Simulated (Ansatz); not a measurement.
Below is a relaxed structure of SnCl. The cell was found from a structure generator's guess, not taken from experiment.

These are results of DFT PBE, scalar-relativistic, plane waves, PAW (Ansatz 0.2.0), not measurements. Cutoff 420 eV, Γ-centred mesh, Gaussian smearing, no spin polarisation.

```
Sn Cl
1.0
     3.32845    0.00000    0.00000
     0.00000    3.32845    0.00000
     0.00000    0.00000    5.29271
Sn Cl
1 1
Direct
  0.00000 0.00000 0.00000
  0.00000 0.00000 0.50000
```

The zero of energy is the elements' standard structures at the same level (Cl₂ as a molecule); no fitted shifts are applied. The references include grey tin.

Q: What space group does it have?

A: P4/mmm (No. 123). Conventional cell: a = 3.328 Å, c = 5.293 Å. Sn has 2 Cl at 2.65 Å and 4 Sn at 3.33 Å; Cl has 2 Sn at 2.65 Å and 4 Cl at 3.33 Å.

Q: What is its formation energy per atom?

A: −0.47 eV/atom.

Q: Is it a metal?

A: Yes, bands cross the Fermi level on the 16×16×10 mesh.

The last run used a 16×16×10 mesh (in the run's order of axes) for its 2-atom cell and Gaussian smearing of 0.10 eV. The end has P4mm (No. 99) at a tolerance of 0.01 Å; the cell shown is made exact in the group found at 0.05 Å. An odd number of electrons in the primitive cell allows no gap without spin; a larger cell or a magnetic state could open one. A structure relaxed within its symmetry needn't be a true minimum. Another cell of SnCl relaxed alike, in P4/nmm, lies 121 meV/atom lower, so this cell isn't the stable form at this level.
